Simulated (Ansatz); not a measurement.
YPb3 (Cu3Au type)

```
CELL_PARAMETERS angstrom
      4.86063     0.00000     0.00000
      0.00000     4.86063     0.00000
      0.00000     0.00000     4.86063
ATOMIC_POSITIONS crystal
  Y  0.00000 0.00000 0.00000
  Pb 0.50000 0.50000 0.00000
  Pb 0.00000 0.50000 0.50000
  Pb 0.50000 0.00000 0.50000
```

The slice is a {210} plane (indices of the conventional cell) through the point (0.000, 0.000, 0.000) (fractional), spanned by u = [100] and v = [021] in vectors of this cell: u (4.86 Å) and v (10.87 Å, at 90° to u). It covers one period; positions are fractions (u, v).

Method: r2SCAN (plane waves to 500 eV, PAW, scalar-relativistic; Ansatz, a quantum-chemistry and plane-wave program). k mesh 10×10×10. These are valence fields of a PAW run, semicore shells included where kept as valence: close to a nucleus they are smooth pseudo fields. Spin-orbit coupling is left out, though Pb is heavy. YPb3 is run without spin polarisation. YPb3 was relaxed with its symmetry unable to fall.

Sketch the valence electron density on this plane as a map.


```tsv
v \ u	0.00	0.14	0.29	0.43	0.57	0.71	0.86
0.88	-0.9	-1.0	-0.9	-0.7	-0.7	-0.9	-1.0
0.75	-0.5	-0.7	-0.8	-0.6	-0.6	-0.8	-0.7
0.62	-0.6	-0.8	-0.9	-0.7	-0.7	-0.9	-0.8
0.50	-1.2	-1.0	-0.2	0.8	0.8	-0.2	-1.0
0.38	-0.6	-0.8	-0.9	-0.7	-0.7	-0.9	-0.8
0.25	-0.5	-0.7	-0.8	-0.6	-0.6	-0.8	-0.7
0.12	-0.9	-1.0	-0.9	-0.7	-0.7	-0.9	-1.0
0.00	0.5	0.3	-1.0	-1.2	-1.2	-1.0	0.3
```

Values: log₁₀ of the valence density in e/Å³. The scale is logarithmic, as a density can span decades between atoms and voids.
